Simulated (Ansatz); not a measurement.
SrAlGeH in space group P3m1 (No. 156; Sr on 1b, Al on 1a, Ge on 1c, H on 1a), r²SCAN in the plane-wave PAW code Ansatz, all energies at zero smearing, with the estimated change up to a 700 eV cutoff added, with one set of potentials and settings (totals compare only within such a set). Cell of 4 atoms (1 Sr, 1 Al, 1 Ge, 1 H): -8416.841 eV.

| element | reference phase | E (eV/atom) |
|---|---|---|
| Sr | P6_3/mmc, 2 atoms in the cell | -3555.1144 |
| Al | Fm-3m, 1 atoms in the cell | -540.4083 |
| Ge | Fd-3m, 2 atoms in the cell | -4302.9041 |
| H | P2_12_12_1, 8 atoms in the cell | -15.9458 |

Formation energy per atom, worked out: (-8416.841 − 1×(-3555.1144) − 1×(-540.4083) − 1×(-4302.9041) − 1×(-15.9458))/4 = -0.617 eV/atom (-60 kJ per mol of atoms), at 0 K, without zero-point energy or fitted corrections.

The first step of the workflow began from a Materials Project structure, measured or hypothetical; the Crystallography Open Database copy checked does not list it. Whether it is the stable phase at ambient conditions was not checked. The cell was relaxed with r²SCAN under the symmetry of its start; whether a distortion lowers the energy is not shown. The references are the lowest solids computed at this level, not always the standard phases (solids in place of the gases).

Potentials: the later of the program's two PAW sets.
